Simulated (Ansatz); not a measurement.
The cell below belongs to a search over invented structures; it isn't taken from experiment.

Input and command of a plane-wave DFT calculation in Ansatz:

```yaml
crystal:
  lattice:
    - [-1.4805461595, 1.4805461595, 5.6933567906]
    - [1.4805461595, -1.4805461595, 5.6933567906]
    - [1.4805461595, 1.4805461595, -5.6933567906]
  atoms:
    - { symbol: Ta, position: [0.7177645818, 0.7177645818, 0.0] }
    - { symbol: Sn, position: [0.0082301084, 0.0082301084, 0.0] }
    - { symbol: O, position: [0.2740052998, 0.2740052998, 0.0] }
basis:
  ecutwfc: 420
kpoints:
  mp_grid: { grid: [16, 16, 16] }
hamiltonian:
  xc: pbe
scf:
  occupations: { method: gaussian, width: 0.1 }
output:
  forces: true
  stress: true
  eigenvalues: true
relax:
  adjacent_minimum: "off"
  f_tol: 0.01
  max_steps: 80
  cell: { stress_tol: 0.05 }
```

```bash
ansatz run input.yaml --threads 1 --pin off --max-ram 2560MiB --backend cpu --events-out ev --progress --plain --runs-dir out
```

Processor: Arm Neoverse V2, 1 thread, on a host shared with other jobs.

Problem. How long does it run, and how much memory does it take?

Solution. About 4.7 min, peak memory 0.65 GiB. It solves 21 bands at 349 k points (after reduction by symmetry) with about 967 plane waves (on the last cell), in 58 SCF iterations over 9 ionic steps.
